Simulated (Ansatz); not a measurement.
## A plane-wave run on MgS$_{2}$N$_{2}$

Input file of Ansatz 0.2.0:

```yaml
crystal:
  lattice:
    - [3.722204, 3.722204, 0.0]
    - [3.722204, -3.722204, 0.0]
    - [0.0, 0.0, -3.722204]
  atoms:
    - { symbol: Mg, position: [0.0, 0.0, 0.0] }
    - { symbol: "N", position: [0.25, 0.75, 0.0] }
    - { symbol: "N", position: [0.75, 0.25, 0.0] }
    - { symbol: S, position: [0.25, 0.25, 0.5] }
    - { symbol: S, position: [0.75, 0.75, 0.5] }
kpoints:
  mp_grid: { grid: [2, 2, 3], shift: [0, 0, 0] }
magnetization:
  spin_polarized: false
scf:
  occupations: { method: fermi_dirac, width: 0.0501 }
hamiltonian:
  pseudopotentials: { kind: paw }
  xc: pbe0
basis:
  ecutwfc: 420
  fft_grid_basis: typed
output:
  forces: true
  stress: true
  eigenvalues: true
  bader: true
  populations: true
  elf: true
  write_potential: true
  volumetric_format: npy
  dos:
    e_range: [-12, 8]
    de: 0.05
    projected: { site_lists: { Mg: [Mg], "N": ["N"], S: [S] } }
    method: { smearing: { sigma: 0.1, scheme: gaussian } }
```

Parts of the output:

```
Free energy (F): -4482.1091 eV
Frozen-core exchange: fock
Harris-Foulkes:  -4482.1091 eV  (|F-HF|=2.33e-10)
Internal energy: -4482.0961 eV  (E = F + TS)
E sigma→0 (E₀):  -4482.1026 eV
Entropy (-TS):   -0.0130 eV (-2.600 meV/atom)
Fermi energy:    1.1971 eV
--- Per-component energies (eV) ---
  E_band       = -515.1097
  E_kinetic    = 514.2817
  E_local      = -2701.8110  (includes V_loc(G=0)·N_el)
  E_nonlocal   = 246.5663
  E_hartree    = 955.7048
  E_xc         = -253.6531
  E_vxc        = -267.2340  (∫ρ·V_xc dr)
  E_exx        = -107.6488  (= α·E_x^exact, valence–valence)
  E_paw        = -1708.2364  (= ΣΔE_a)
  E_vpaw       = -3.0255  (= ΣTr[D̂ρ^β])
  E_aug_tail   = 0.0001  (compensation charges beyond the density's cutoff)
  E_ewald      = -1427.0473
  E_core_change = -0.2524  (= ΣΔE_core)
  E_smearing   = -0.0130  (= −TS)
--- Stress (GPa, compression-positive) ---
       -8.8940       0.0000       0.0000
        0.0000       4.9077       0.0000
        0.0000       0.0000      -8.8921
  P = ⅓ Tr σ = -4.2928 GPa (-42.928 kbar)
--- Löwdin populations: 5 sites ---
  site symbol       q [e]
     0     Mg      8.4828
     1      N      5.4605
     2      N      5.4605
     3      S      6.2139
     4      S      6.2139
  spilling = 0.0053 (of n_electrons = 32.0000)
```

Origin: a known structure type with other elements, at an estimated volume, so it need not be a known compound. Caveats: the exchange threshold is loose for a stress; the SCF threshold is loose for a stress; many states at the Fermi level without spin polarisation, so a magnetic state may lie lower; hybrid functional on a coarse k mesh; atoms or cell far from equilibrium.
